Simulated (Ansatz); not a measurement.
This run works on a generated trial structure, not on a known crystal.

Input and command of a plane-wave DFT calculation in Ansatz:

```yaml
crystal:
  lattice:
    - [4.24284861, 0.0, 0.0]
    - [0.0, 4.24284861, 0.0]
    - [0.0, 0.0, 4.2621547]
  atoms:
    - { symbol: Be, position: [0.0, 0.0, 0.0] }
    - { symbol: Al, position: [0.5, 0.5, 0.48199999] }
    - { symbol: S, position: [0.5, 0.5, 0.016] }
    - { symbol: S, position: [0.5, 0.0, 0.51499999] }
    - { symbol: S, position: [0.0, 0.5, 0.51499999] }
basis:
  ecutwfc: 420
kpoints:
  mp_grid: { grid: [4, 4, 4] }
hamiltonian:
  xc: pbe
scf:
  occupations: { method: gaussian, width: 0.1 }
  lower_state_search: "off"
output:
  forces: true
  stress: true
  eigenvalues: true
relax:
  adjacent_minimum: "off"
  f_tol: 0.04
  max_steps: 70
  cell: { stress_tol: 0.4 }
```

```bash
ansatz run input.yaml --threads 1 --pin off --max-ram 2560MiB --backend cpu --events-out ev --progress --plain --runs-dir out
```

Processor: Intel(R) Xeon(R) Platinum 8259CL CPU @ 2.50GHz (Skylake/Cascade Lake), 1 thread, on a host shared with other jobs.

Task: How long does it run, and how much memory does it take?

Result: About 110 s, peak memory 0.41 GiB. It solves 17 bands at 18 k points (after reduction by symmetry) with about 2349 plane waves (on the last cell), in 180 SCF iterations over 25 ionic steps.
